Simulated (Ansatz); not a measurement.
Input and command of a plane-wave DFT calculation in Ansatz:

```yaml
crystal:
  lattice:
    - [-2.0717845089, 2.0717845089, 5.2076506784]
    - [2.0717845089, -2.0717845089, 5.2076506784]
    - [2.0717845089, 2.0717845089, -5.2076506784]
  atoms:
    - { symbol: Zn, position: [0.0, 0.0, 0.0] }
    - { symbol: Zn, position: [0.75, 0.25, 0.5] }
    - { symbol: Re, position: [0.2066, 0.2066, 0.0] }
    - { symbol: Re, position: [0.9566, 0.4566, 0.5] }
    - { symbol: Re, position: [0.5434, 0.0434, 0.5] }
    - { symbol: Re, position: [0.7934, 0.7934, 0.0] }
basis:
  ecutwfc: 420
kpoints:
  mp_grid: { grid: [6, 6, 6] }
hamiltonian:
  xc: pbe
scf:
  occupations: { method: gaussian, width: 0.1 }
  lower_state_search: "off"
output:
  forces: true
  stress: true
  eigenvalues: true
```

```bash
ansatz run input.yaml --threads 1 --pin off --max-ram 2560MiB --backend cpu --events-out ev --progress --plain --runs-dir out
```

Processor: Arm Neoverse V2, 1 thread, on a host shared with other jobs.

Task: Estimate time, memory and problem size.

Result: About 7.2 s on 1 thread of Arm Neoverse V2, with other jobs on the host, peak memory 0.4 GiB. It solves 51 bands at 30 k points (the mesh reduced by the symmetry that the task leaves, which can be less than the crystal's) with about 1701 plane waves, in 8 SCF iterations.
